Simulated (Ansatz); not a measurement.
Input, command and steps of an Ansatz relaxation.

```yaml
crystal:
  lattice:
    - [5.3653067849, 0.0, 0.0]
    - [0.0, 7.7869152247, 0.0]
    - [0.0, 0.0, 8.2253673116]
  atoms:
    - { symbol: Si, position: [0.25, 0.2027212943, 0.1085666363] }
    - { symbol: Si, position: [0.75, 0.7972787057, 0.8914333637] }
    - { symbol: Si, position: [0.75, 0.2027212943, 0.8914333637] }
    - { symbol: Si, position: [0.25, 0.7972787057, 0.1085666363] }
    - { symbol: Si, position: [0.25, 0.5, 0.3845214361] }
    - { symbol: Si, position: [0.75, 0.5, 0.6154785639] }
    - { symbol: O, position: [0.0, 0.2410863539, 0.0] }
    - { symbol: O, position: [0.5, 0.7589136461, 0.0] }
    - { symbol: O, position: [0.0, 0.7589136461, 0.0] }
    - { symbol: O, position: [0.5, 0.2410863539, 0.0] }
    - { symbol: O, position: [0.25, 0.0, 0.1646085491] }
    - { symbol: O, position: [0.75, 0.0, 0.8353914509] }
    - { symbol: O, position: [0.25, 0.3280929001, 0.2683193299] }
    - { symbol: O, position: [0.75, 0.6719070999, 0.7316806701] }
    - { symbol: O, position: [0.75, 0.3280929001, 0.7316806701] }
    - { symbol: O, position: [0.25, 0.6719070999, 0.2683193299] }
    - { symbol: O, position: [0.5, 0.5, 0.5] }
    - { symbol: O, position: [0.0, 0.5, 0.5] }
basis:
  ecutwfc: 420
kpoints:
  mp_grid: { grid: [4, 4, 4] }
hamiltonian:
  xc: lda
scf:
  occupations: { method: gaussian, width: 0.02 }
output:
  forces: true
  stress: true
  eigenvalues: true
  write_density: true
  write_potential: true
  elf: true
  volumetric_format: npy
relax:
  adjacent_minimum: "off"
  f_tol: 0.01
  max_steps: 30
  cell: { stress_tol: 0.1, fix: [volume] }
```

```bash
ansatz run input.yaml --threads 4 --pin off --max-ram 10240MiB --backend cpu --events-out ev --progress --plain --runs-dir out
```

These are results of DFT LDA, scalar-relativistic, plane waves, PAW in Ansatz 0.2.0, not measurements.

The volume is held at 1.1 times that of the relaxed cell.

Of 6 frames 5 are shown, positions in Å and forces in eV/Å; the SCF threshold varies from step to step. Steps run on the plane waves of an earlier cell, with a Pulay correction in the pressure. The basis is chosen afresh for the last frame, the zero of the energies, and at times for earlier ones too; energy and pressure can step there, also at an unchanged geometry. Where two frames share a geometry here, they differ by under 2 meV/atom and 0.3 GPa.

```xyz
18
Lattice="5.3653 0.0000 0.0000 0.0000 7.7869 0.0000 0.0000 0.0000 8.2254" Properties=species:S:1:pos:R:3:forces:R:3 pbc="T T T" step=1 free_energy_over_end_meV_per_atom=1.86 pressure_GPa=-9.34
Si    1.3413    1.5786    0.8930    0.0000   -0.0327   -0.0701
Si    4.0240    6.2083    7.3324    0.0000    0.0327    0.0701
Si    4.0240    1.5786    7.3324    0.0000   -0.0327    0.0701
Si    1.3413    6.2083    0.8930    0.0000    0.0327   -0.0701
Si    1.3413    3.8935    3.1628    0.0000    0.0000   -0.0357
Si    4.0240    3.8935    5.0625    0.0000    0.0000    0.0357
O     0.0000    1.8773    0.0000    0.0000   -0.2076    0.0000
O     2.6827    5.9096    0.0000    0.0000    0.2076    0.0000
O     0.0000    5.9096    0.0000    0.0000    0.2076    0.0000
O     2.6827    1.8773    0.0000    0.0000   -0.2076    0.0000
O     1.3413    0.0000    1.3540    0.0000    0.0000   -0.3100
O     4.0240    0.0000    6.8714    0.0000    0.0000    0.3100
O     1.3413    2.5548    2.2070    0.0000    0.1100   -0.1490
O     4.0240    5.2321    6.0183    0.0000   -0.1100    0.1490
O     4.0240    2.5548    6.0183    0.0000    0.1100    0.1490
O     1.3413    5.2321    2.2070    0.0000   -0.1100   -0.1490
O     2.6827    3.8935    4.1127    0.0000    0.0000    0.0000
O     0.0000    3.8935    4.1127    0.0000    0.0000    0.0000
18
Lattice="5.3632 0.0000 0.0000 0.0000 7.7952 0.0000 0.0000 0.0000 8.2200" Properties=species:S:1:pos:R:3:forces:R:3 pbc="T T T" step=2 free_energy_over_end_meV_per_atom=1.08 pressure_GPa=-9.15
Si    1.3408    1.5770    0.8901    0.0000   -0.0036   -0.0213
Si    4.0224    6.2181    7.3298    0.0000    0.0036    0.0213
Si    4.0224    1.5770    7.3298    0.0000   -0.0036    0.0213
Si    1.3408    6.2181    0.8901    0.0000    0.0036   -0.0213
Si    1.3408    3.8976    3.1569    0.0000    0.0000    0.0019
Si    4.0224    3.8976    5.0631    0.0000    0.0000   -0.0019
O     0.0000    1.8713    0.0000    0.0000   -0.1579    0.0000
O     2.6816    5.9238    0.0000    0.0000    0.1579    0.0000
O     0.0000    5.9238    0.0000    0.0000    0.1579    0.0000
O     2.6816    1.8713    0.0000    0.0000   -0.1579    0.0000
O     1.3408    0.0000    1.3475    0.0000    0.0000   -0.2258
O     4.0224    0.0000    6.8724    0.0000    0.0000    0.2258
O     1.3408    2.5598    2.1993    0.0000    0.1097   -0.1109
O     4.0224    5.2354    6.0207    0.0000   -0.1097    0.1109
O     4.0224    2.5598    6.0207    0.0000    0.1097    0.1109
O     1.3408    5.2354    2.1993    0.0000   -0.1097   -0.1109
O     2.6816    3.8976    4.1100    0.0000    0.0000    0.0000
O     0.0000    3.8976    4.1100    0.0000    0.0000    0.0000
18
Lattice="5.3637 0.0000 0.0000 0.0000 7.8130 0.0000 0.0000 0.0000 8.2005" Properties=species:S:1:pos:R:3:forces:R:3 pbc="T T T" step=3 free_energy_over_end_meV_per_atom=0.10 pressure_GPa=-8.59
Si    1.3409    1.5747    0.8842    0.0000    0.0285    0.0434
Si    4.0227    6.2383    7.3163    0.0000   -0.0285   -0.0434
Si    4.0227    1.5747    7.3163    0.0000    0.0285   -0.0434
Si    1.3409    6.2383    0.8842    0.0000   -0.0285    0.0434
Si    1.3409    3.9065    3.1433    0.0000    0.0000    0.0853
Si    4.0227    3.9065    5.0572    0.0000    0.0000   -0.0853
O     0.0000    1.8528    0.0000    0.0000   -0.0079    0.0000
O     2.6818    5.9602    0.0000    0.0000    0.0079    0.0000
O     0.0000    5.9602    0.0000    0.0000    0.0079    0.0000
O     2.6818    1.8528    0.0000    0.0000   -0.0079    0.0000
O     1.3409    0.0000    1.3301    0.0000    0.0000    0.0246
O     4.0227    0.0000    6.8704    0.0000    0.0000   -0.0246
O     1.3409    2.5784    2.1772    0.0000   -0.0277   -0.0624
O     4.0227    5.2346    6.0233    0.0000    0.0277    0.0624
O     4.0227    2.5784    6.0233    0.0000   -0.0277    0.0624
O     1.3409    5.2346    2.1772    0.0000    0.0277   -0.0624
O     2.6818    3.9065    4.1002    0.0000    0.0000    0.0000
O     0.0000    3.9065    4.1002    0.0000    0.0000    0.0000
18
Lattice="5.3624 0.0000 0.0000 0.0000 7.8192 0.0000 0.0000 0.0000 8.1958" Properties=species:S:1:pos:R:3:forces:R:3 pbc="T T T" step=4 free_energy_over_end_meV_per_atom=0.05 pressure_GPa=-8.58
Si    1.3406    1.5717    0.8880    0.0000   -0.0153   -0.0250
Si    4.0218    6.2476    7.3079    0.0000    0.0153    0.0250
Si    4.0218    1.5717    7.3079    0.0000   -0.0153    0.0250
Si    1.3406    6.2476    0.8880    0.0000    0.0153   -0.0250
Si    1.3406    3.9096    3.1431    0.0000    0.0000   -0.0561
Si    4.0218    3.9096    5.0527    0.0000    0.0000    0.0561
O     0.0000    1.8415    0.0000    0.0000    0.0047    0.0000
O     2.6812    5.9778    0.0000    0.0000   -0.0047    0.0000
O     0.0000    5.9778    0.0000    0.0000   -0.0047    0.0000
O     2.6812    1.8415    0.0000    0.0000    0.0047    0.0000
O     1.3406    0.0000    1.3460    0.0000    0.0000    0.0108
O     4.0218    0.0000    6.8498    0.0000    0.0000   -0.0108
O     1.3406    2.5833    2.1719    0.0000    0.0283    0.0304
O     4.0218    5.2360    6.0239    0.0000   -0.0283   -0.0304
O     4.0218    2.5833    6.0239    0.0000    0.0283   -0.0304
O     1.3406    5.2360    2.1719    0.0000   -0.0283    0.0304
O     2.6812    3.9096    4.0979    0.0000    0.0000    0.0000
O     0.0000    3.9096    4.0979    0.0000    0.0000    0.0000
18
Lattice="5.3620 0.0000 0.0000 0.0000 7.8218 0.0000 0.0000 0.0000 8.1937" Properties=species:S:1:pos:R:3:forces:R:3 pbc="T T T" step=6 free_energy_over_end_meV_per_atom=0.00 pressure_GPa=-8.58
Si    1.3405    1.5713    0.8878    0.0000   -0.0008   -0.0008
Si    4.0215    6.2505    7.3059    0.0000    0.0008    0.0008
Si    4.0215    1.5713    7.3059    0.0000   -0.0008    0.0008
Si    1.3405    6.2505    0.8878    0.0000    0.0008   -0.0008
Si    1.3405    3.9109    3.1410    0.0000    0.0000    0.0050
Si    4.0215    3.9109    5.0528    0.0000    0.0000   -0.0050
O     0.0000    1.8411    0.0000    0.0000   -0.0009    0.0000
O     2.6810    5.9807    0.0000    0.0000    0.0009    0.0000
O     0.0000    5.9807    0.0000    0.0000    0.0009    0.0000
O     2.6810    1.8411    0.0000    0.0000   -0.0009    0.0000
O     1.3405    0.0000    1.3478    0.0000    0.0000    0.0001
O     4.0215    0.0000    6.8459    0.0000    0.0000   -0.0001
O     1.3405    2.5845    2.1713    0.0000   -0.0006   -0.0007
O     4.0215    5.2373    6.0224    0.0000    0.0006    0.0007
O     4.0215    2.5845    6.0224    0.0000   -0.0006    0.0007
O     1.3405    5.2373    2.1713    0.0000    0.0006   -0.0007
O     2.6810    3.9109    4.0969    0.0000    0.0000    0.0000
O     0.0000    3.9109    4.0969    0.0000    0.0000    0.0000
```

The run took 2.1 min on 4 threads of Intel(R) Xeon(R) Processor @ 2.50GHz (Skylake/Cascade Lake), on a shared host, peak memory 1.1 GiB.